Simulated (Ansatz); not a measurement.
**Li (diamond): energy against volume**

Theory: Ansatz 0.2.0, DFT, LDA (PW92), plane waves (420 eV) with PAW, scalar-relativistic. (PAW data from PBE, frozen cores regenerated.)

The cell is scaled uniformly from the relaxed one, with fractional coordinates and shape fixed. Energies are extrapolated to zero smearing, pressures are those at the given smearing. Magnetic state: spin not included.

A Birch-Murnaghan fit gives V₀ = 23.06 Å³/atom, B₀ = 6.2 GPa, B₀′ = 3.1.

**Question.** What are the energy above the minimum and the pressure at 20.460 Å³/atom?

**Answer.** 6.6 meV/atom and 0.94 GPa as computed.

**Question.** What are the energy above the minimum and the pressure at 21.390 Å³/atom?

**Answer.** 2.6 meV/atom and 0.58 GPa as computed.

**Question.** What are the energy above the minimum and the pressure at 26.040 Å³/atom?

**Answer.** 6.2 meV/atom and -0.56 GPa as computed.
